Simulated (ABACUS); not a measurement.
A self-consistent single point of a model cell of As (Im-3m, 1 atom in the cell; prototype structure) with ABACUS.

All values come from this method and carry its errors: PBE, PseudoDojo 0.5 standard norm-conserving PBE (tails mended) pseudopotentials (plane waves; ABACUS).

```
As
1.0
   -1.68979     1.68979     1.68979
    1.68979    -1.68979     1.68979
    1.68979     1.68979    -1.68979
As
1
Cartesian
  0.00000   0.00000   0.00000
```

Reference input (self-consistent single point, DFT, PBE, plane waves, PseudoDojo 0.5 standard norm-conserving PBE (tails mended) pseudopotentials): KPT = MP 14 14 14 0 0 0; basis_type = pw; ecutwfc = 84 Ry; smearing_method = mp; smearing_sigma = 0.00734986 Ry; potentials = PseudoDojo 0.5 standard norm-conserving PBE (tails mended); symmetry = 1; symmetry_prec = 1e-05; ks_solver = dav; scf_nmax = 100; scf_thr = 1.0e-09 Ry; mixing_type = pulay. This run's input differs from it in these lines:

```diff
@@ -40,4 +40,4 @@
 0
-MP
-14 14 14 0 0 0
+Gamma
+5 5 5 0.5 0.5 0.5
```

Log, with long lists cut:

```
 SELF-CONSISTENT
 -------------------------------------------
                                 init_chg = atomic

 PW ALGORITHM --------------- ION=   1  ELEC=   1--------------------------------
 Notice: Threshold on eigenvalues was too large.

 Density error is 0.00131061590152
                          Error Threshold = 9.06421271482e-06
 E_KohnSham     -212.0926898284      -2885.6690858131
 E_Fermi        0.9246513089         12.5805264643

 PW ALGORITHM --------------- ION=   1  ELEC=   2--------------------------------

 Density error is 9.24606790451e-05
                          Error Threshold = 8.73743934349e-06
   [... lines left out ...]

 Density error is 4.26680864707e-09
                          Error Threshold = 2.4345785142e-10
 E_KohnSham     -212.0928204367      -2885.6708628295
 E_Fermi        0.9205595262         12.5248549046

 PW ALGORITHM --------------- ION=   1  ELEC=   6--------------------------------

 Density error is 7.47039004611e-11
                          Error Threshold = 2.84453909805e-11
 E_KohnSham     -212.0928204378      -2885.6708628443
 E_KS(sigma->0) -212.0927446872      -2885.6698322054
 E_entropy(-TS) -0.0002272516        -0.0030919168
 E_Fermi        0.9205656521         12.5249382520
 charge density convergence is achieved
 final etot is -2885.6708628 eV
 EFERMI = 12.524938252 eV

 STATE ENERGY(eV) AND OCCUPATIONS    NSPIN == 1
   [... 15 lines left out ...]

 TOTAL-FORCE (eV/Angstrom)
                       As1         0.0000000000         0.0000000000         0.0000000000

 TOTAL-STRESS (KBAR)
        20.0965385044         0.0000000000         0.0000000000
         0.0000000000        20.0965385044        -0.0000000000
        -0.0000000000        -0.0000000000        20.0965385044
 TOTAL-PRESSURE: 20.096539 KBAR

 --------------------------------------------
 !FINAL_ETOT_IS -2885.6708628442961526 eV
 --------------------------------------------
```

The run converged in 6 iterations. Against the reference run the free energy goes up by 120 meV/atom and the pressure goes from -0.67 to 2.01 GPa.

The cell was set up from a structure prototype or typed lattice constants and was not relaxed beforehand at this level. This run is one point of a test of settings, so its values need not be converged; read them against the reference run alone. No clean gap shows at this smearing width and mesh (spacing up to 0.53 Å⁻¹); the mesh is coarse for partly filled bands, so the values carry mesh errors.

“Tails mended”: in these copies of the files the far tail of each local potential was reset to the Coulomb form.
